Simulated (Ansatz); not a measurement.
# ZrHg: energy along a strain

ZrHg, P4/mmm, a = 3.147 Å, c = 4.170 Å (as given, not relaxed at this level: 3.1 GPa). The structure is a COD entry; whether it is the stable form wasn't checked. Ansatz: r2SCAN, PAW, 500 eV, Γ-centred 16×16×12 mesh on 2 atoms, Gaussian smearing 0.15 eV; no spin polarisation. Cell vectors (Å): 3.147 0.000 0.000; 0.000 3.147 0.000; 0.000 0.000 4.170. The cell is strained by x per cent times the pattern (1 0 0 0 0 0) in the order xx yy zz yz xz xy (engineering shears), with fractional coordinates held. y is the free energy over the start, V0 = 20.649 Å³/atom.

| x (%) | y (meV/atom) |
| --- | --- |
| -2.00 | ? |
| -1.00 | 4.18 |
| 0.00 | 0.00 |
| 0.50 | -1.50 |
| 1.50 | -3.37 |
| 2.00 | -3.74 |

Problem. Fit y = c1 x + c2 x² + c3 x³ to the other rows, get the stiffness along the pattern, and predict the missing energy.

Solution. Least squares on the rows shown. y = −3.394 x + 0.7778 x² − 0.008028 x³. The clamped-ion stiffness p·C·p = 2 × 7.778 eV × 160.2 / 20.649 Å³ = 121 GPa, which is C11 in these axes (second derivative at the start, which stands under stress). At x = -2.00 the fit asked for gives 9.96 meV/atom. The run gave 9.97 meV/atom, so the fit is 0.01 meV/atom too low, a small miss on the scale of the series. The form still works here, 33 % of the fitted range beyond its end.

Spin–orbit coupling is left out, which can shift energies with elements as heavy as these.